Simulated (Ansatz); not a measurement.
## Stress against strain in Li

```xyz
1
Lattice="0.0000 2.2020 2.2020 2.2020 0.0000 2.2020 2.2020 2.2020 0.0000" Properties=species:S:1:pos:R:3 pbc="T T T"
Li    0.0000    0.0000    0.0000
```

The cell is COD entry 9008473, as deposited and not checked against the literature; nothing was relaxed.

Theory: DFT, LDA, all-electron LAPW, scalar-relativistic in Ansatz 0.2.0.

The runs use a Γ-centred 16×16×16 k mesh, Fermi–Dirac smearing of 0.05 eV, basis error target 0.5 meV/atom, no spin polarisation.

The strain is applied along the Cartesian axes of the cell as listed (γ is the engineering shear, twice εxy = εyz = εzx). Fractional coordinates are held (clamped ions).

σ is the change of stress from the unstrained cell, which is at -1.47 GPa; tension is positive, so slopes are stress–strain coefficients at that pressure. In a metal the k mesh adds noise.

Only quantities that a quadratic follows smoothly over the whole series are listed; rougher ones are left out.

```
      γ  σxy (GPa)
-0.0200      -0.21
-0.0100      -0.11
 0.0000       0.00
 0.0200       0.27
```

Q: Fit the series and read off the stiffness at zero strain.

A: Least-squares fits y = p0 + p1 x + p2 x² to the rows give σxy (GPa): p1 = 12, p2 = 73. So C44 (clamped ions) = 12 GPa.

Q: One run, at γ = 0.0100, is withheld. Predict its row.

A: The fits give 0.13; the run gave 0.13.
